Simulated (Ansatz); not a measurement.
Generalised stacking fault of TiN (rock salt) on the {100} plane. The cell below holds the perfect crystal with the plane normal along z; tilting its third vector by the shift puts one fault into each cell, between planes 2.12 Å apart, at fixed cell height.

```
CELL_PARAMETERS angstrom
      3.00303     0.00000     0.00000
      0.00000     3.00303     0.00000
      1.50151     1.50151     6.37038
ATOMIC_POSITIONS crystal
  N  0.00000 0.00000 0.83333
  N  0.33333 0.33333 0.16667
  N  0.66667 0.66667 0.50000
  Ti 0.50000 0.50000 0.83333
  Ti 0.83333 0.83333 0.16667
  Ti 0.16667 0.16667 0.50000
```

In-plane vectors a = (3.003, 0.000) Å, b = (0.000, 3.003) Å, area 9.02 Å². The shift is s times the vector a + b (length 4.247 Å), so s = 1 restores the start. Atoms relax along the normal only. γ = [E(shift) − E(0)] / area.

Method: PBE (plane waves to 420 eV, PAW, scalar-relativistic; Ansatz, a program for electronic structure). k mesh 13×13×13 (Γ-centred), Fermi-Dirac smearing 0.05 eV. Compression counts positive. Some relaxations began with atoms very close together and may have settled on another branch. Faults lie only 6.4 Å apart, and holding the cell height raises γ above its relaxed value. TiN is run without spin polarisation. TiN was relaxed with its symmetry unable to fall. 

| s | σ normal to the fault (GPa) |
|---|---|
| 0.000 | 0.3 |
| 0.083 | (withheld) |
| 0.167 | (withheld) |
| 0.250 | 29.1 |
| 0.333 | 48.5 |
| 0.417 | 63.6 |
| 0.500 | 68.9 |
| 0.583 | 63.6 |
| 0.667 | 48.5 |
| 0.750 | 29.1 |
| 0.833 | (withheld) |
| 0.917 | (withheld) |

Fill in the missing entries.


- 0.083, σ normal to the fault (GPa): 1.9
- 0.167, σ normal to the fault (GPa): 10.5
- 0.833, σ normal to the fault (GPa): 10.5
- 0.917, σ normal to the fault (GPa): 1.9

(The slope of γ gives the shear force per area between the displaced halves; near zero shift its curvature is an elastic stiffness.)
